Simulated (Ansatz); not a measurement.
The elements of this relaxed trial crystal are hidden behind letters.

```
lattice vectors (Å)
   4.7832    0.0000    0.0000
  -2.3916    4.1423    0.0000
   0.0000    0.0000    2.9339
fractional positions
X 0.3333 0.6667 0.3452
X 0.6667 0.3333 0.6548
Z 0.0000 0.0000 0.0000
```

The calculation used DFT PBE, scalar-relativistic, plane waves, PAW (Ansatz 0.2.0). Cutoff 420 eV, Γ-centred 12×12×16 mesh (3-atom cell), Gaussian smearing of 0.10 eV, no spin polarisation.

* Space group: P-3m1 (No. 164)
* Conventional cell: a = 4.783 Å, c = 2.934 Å
* Volume per atom: 19.38 Å³
* Density: 13.73 g/cm³
* Energy over the elements: +0.16 eV/atom
* Gap on the 12×12×16 mesh of the 3-atom cell: 0 eV (a metal)

Energies are uncorrected and count from the elements' standard states at the same level.

Task: X is a d-block element of period 6 and Z is a p-block element of period 5. Which elements are they?

Result: X = Ta, Z = Sn, so the formula is Ta2Sn. Density times volume gives a mean mass of 13.73 × 19.38/1.6605 = 160.2 u per atom, and this set has 160.2 u. Among the elements that the hints allow, noble gases aside, only these give it. Ta is surrounded by 5 Ta at 2.91–2.93 Å, 3 Sn at 2.94 Å, 3 Sn at 3.36 Å and 3 Ta at 3.42 Å; around Sn lie 2 Sn at 2.93 Å, 6 Ta at 2.94 Å and 6 Ta at 3.36 Å.

These runs have no spin–orbit coupling, which can matter for Ta. A later test with randomly moved atoms came back to the same energy, though modes that don't fit the test's cell weren't probed.
